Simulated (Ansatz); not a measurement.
# Bi₂TeO₂: computed property card

Bi2TeO2:
```
CELL_PARAMETERS angstrom
      4.03596     0.00000     0.00000
     -2.01798     3.49524     0.00000
      0.00000     0.00000     7.33031
ATOMIC_POSITIONS crystal
  Bi 0.66667 0.33333 0.79833
  Bi 0.33333 0.66667 0.20167
  Te 0.00000 0.00000 0.50000
  O  0.66667 0.33333 0.11439
  O  0.33333 0.66667 0.88561
```

Space group P-3m1 (No. 164); conventional cell a = 4.036 Å, b = 4.036 Å, c = 7.330 Å, α = 90.00°, β = 90.00°, γ = 120.00°.

Method: the program Ansatz at the PBEsol level (PAW). Geometry: relaxed at this level of theory. Other levels are named where they apply.

### Cell and energy

| Quantity | Result |
|---|---|
| Volume per atom | 20.68 Å³ |
| Density | 9.27 g/cm³ |
| Formation energy from the elements (no fitted shifts) | -0.83 eV/atom |

### Electronic structure

| Property | Value |
|---|---|
| Band gap | 0.61 eV (indirect) |
| Valence-band maximum | at A |
| Conduction-band minimum | on the K–Γ line, 38 % of the way from K (6 equivalent valleys) |
| Smallest direct gap on the standard path | 1.20 eV |
| Electron effective mass | 0.15, 0.21, 0.38 mₑ (principal values) |

### Mechanics

| Quantity | Result |
|---|---|
| Bulk modulus (Birch–Murnaghan fit) | 87.7 GPa |
| Pressure derivative B′ | 5.1 |
| Elastic constants (relaxed ions, GPa) | C11 = 124, C12 = 63.7, C13 = 69.3, C14 = 13.2, C33 = 151, C44 = 58.5 |
| Mechanical stability | stable (all eigenvalues of C positive) |
| Hill bulk and shear moduli | 88.6 and 39.0 GPa |
| Young's modulus | 102 GPa |
| Poisson's ratio | 0.31 |
| Debye temperature from the elastic constants | 249 K |

### Dielectric response

| Item | Result |
|---|---|
| Electronic dielectric constant ε∞ (DFPT) | 15.7 (xx = yy), 15.6 (zz) |
| Static dielectric constant ε0 (ions relaxed, cell fixed) | 64.7 (xx = yy), 280 (zz) |
| Born charges (a third of the trace) | Bi +6.04, Te -3.32, O -4.38 e |

### Phonons

| Property | Result |
|---|---|
| Highest zone-centre frequency (without LO–TO term) | 361 cm^-1 |
| Zone-centre stability | no imaginary mode at Γ |

The start of the workflow was typed in or built on a structure type; neither database checked (COD, Materials Project) lists it. Whether it is the stable phase at ambient conditions was not checked. Symmetry was held in the PBEsol relaxation. The volume moved by 21 % from the start of the relaxation. The references are the lowest solids computed at this level, not always the standard phases (solids in place of the gases). Scalar-relativistic: spin–orbit coupling is off unless named, which matters more the heavier the elements.

Potentials: the later of the program's two PAW sets.
